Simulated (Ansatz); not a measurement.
A distorted cell of SnO₂ (rutile):

```
CELL_PARAMETERS angstrom
      5.10401     0.00000     0.00000
      0.00000     5.10401     0.00000
      0.00000     0.00000     3.01252
ATOMIC_POSITIONS crystal
  Sn 0.00000 0.00000 0.00000
  Sn 0.50000 0.50000 0.50000
  O  0.30660 0.30660 0.00000
  O  0.80660 0.19340 0.50000
  O  0.19340 0.80660 0.50000
  O  0.69340 0.69340 0.00000
```

All values below come from PBE (plane waves to 420 eV, PAW, scalar-relativistic; Ansatz, an electronic-structure program). k mesh 7×7×10 (Γ-centred), Fermi-Dirac smearing 0.05 eV. The energy includes the smearing's −TS. Stress and pressure are positive under compression. As the atoms are clamped, bonds stretch with the cell, which overstates energies and stresses. SnO2 was relaxed with its symmetry unable to fall. The PAW data are Ansatz's earlier set.

Q: Give the stress tensor in GPa and the pressure.

A: 
```
   -8.4      0.0      0.0
    0.0     -8.4      0.0
    0.0      0.0     16.4
```
The pressure, a third of the trace, is -0.2 GPa.

Q: It is the relaxed cell deformed to V/V₀ = 1.040, (c/a)/(c/a)₀ = 0.880, c along z, fractional positions held. What is its energy relative to the relaxed cell?

A: 84.8 meV/atom.

(Under strain, the slope of the energy per volume gives the stress and its curvature an elastic modulus.)
